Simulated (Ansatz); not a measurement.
Be (hcp (Mg type), P6_3/mmc) is relaxed with LDA in the plane-wave PAW code Ansatz. What lattice parameters of the conventional cell result?

a = 2.226 Å, c = 3.516 Å.

Its a lies over 2 % below tabulated measurements.

Symmetry was held in the LDA relaxation. Axis ratios of metals converge slowly with the k-mesh, so a and c are less sure than the volume.

Potentials: the later of the program's two PAW sets.
